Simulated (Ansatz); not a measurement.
Au (fcc (Cu type)), relaxed and computed with several functionals in Ansatz (plane waves, PAW).

| functional | a (Å) | B₀ by P(V) fit (GPa) | K_Hill (GPa) | G_Hill (GPa) | Θ_D (K) |
|---|---|---|---|---|---|
| PBEsol | 4.082 | 174 | 176 | 24.4 | 148 |
| r²SCAN+D4 | 4.109 | 161 | 161 | 19.8 | 134 |
| LDA | 4.046 | 193 | 195 | 25.4 | 151 |
| PBE+D3(BJ) | 4.102 | 162 | 163 | 24.8 | 150 |
| r²SCAN | 4.124 | 153 | 154 | 17.7 | 127 |
| PBE | 4.157 | 139 | 140 | 17.5 | 127 |

All cells were relaxed under the symmetry of their starts (and spin orders); stability against distortions was not tested throughout. Scalar-relativistic: spin–orbit coupling is off unless named, which matters more the heavier the elements.

Potentials: the later of the program's two PAW sets.

Ansatz (an electronic-structure program) is a plane-wave DFT program.
